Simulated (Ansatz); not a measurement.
Sc (hcp, Mg type)

```
CELL_PARAMETERS angstrom
      3.31943     0.00000     0.00000
     -1.65971     2.87471     0.00000
      0.00000     0.00000     5.16637
ATOMIC_POSITIONS crystal
  Sc 0.33333 0.66667 0.75000
  Sc 0.66667 0.33333 0.25000
```

The slice is a (1 -1 0 0) plane (indices of the conventional cell) through the point (0.333, 0.667, 0.750) (fractional), spanned by u = [110] and v = [001] in vectors of this cell: u (3.32 Å) and v (5.17 Å, at 90° to u). It covers one period; positions are fractions (u, v).

These are PBE (plane waves to 420 eV, PAW, scalar-relativistic; Ansatz, a quantum-chemistry and plane-wave program) values and carry that method's errors. k mesh 16×16×9. These are valence fields of a PAW run, semicore shells included where kept as valence: close to a nucleus they are smooth pseudo fields. Sc is run without spin polarisation. Sc was relaxed with its symmetry unable to fall.

Question: What is the ELF at the midpoint of the shortest Sc–Sc line in this plane (3.32 Å)?

Answer: 0.3.

Question: What is the valence density on the shortest Sc–Sc line in this plane (3.32 Å), at its midpoint?

Answer: 0.11 e/Å³.

Question: Predict the map of the electrostatic potential energy of an electron, from the cell's mean on the slice.

Answer: 
```
|xxxxxxxxxx005577775500xxxxxxxx|
|xxxxxxxxxx226688886622xxxxxxxx|
|xxxxxxxx0044778888774400xxxxxx|
|xxxxxx00336688999988663300xxxx|
|000011446677889999887766441100|
|445555667788888888888877665555|
|777788888877777777777788888877|
|999988887766555555556677888899|
|999999776644331111334466779999|
|999988775522000000002255778899|
|99998866440000xxxx000044668899|
|99998866330000xxxx000033668899|
|99998866440000xxxx000044668899|
|999988775522000000002255778899|
|999999776644331111334466779999|
|999988887766555555556677888899|
|777788888877777777777788888877|
|445555667788888888888877665555|
|000011446677889999887766441100|
|xxxxxx00336688999988663300xxxx|
|xxxxxxxx0044778888774400xxxxxx|
|xxxxxxxxxx226688886622xxxxxxxx|
|xxxxxxxxxx005577775500xxxxxxxx|
|xxxxxxxxxx005577775500xxxxxxxx|
```
Scale: ten equal steps from -1.00 (start of '0') to 7.68 (end of '9'), in the order '0123456789'. Values: electrostatic potential energy of an electron, from the cell's mean, in eV. The map has 15 points along u (two characters each, u = 0 at the left) and 24 along v (v = 0 in the bottom row). Points within 1 Å of a nucleus are blanked (x), as the pseudised field means little there. Values under -1 eV are set to -1. The zero, the cell's mean, hangs on the PAW cores.
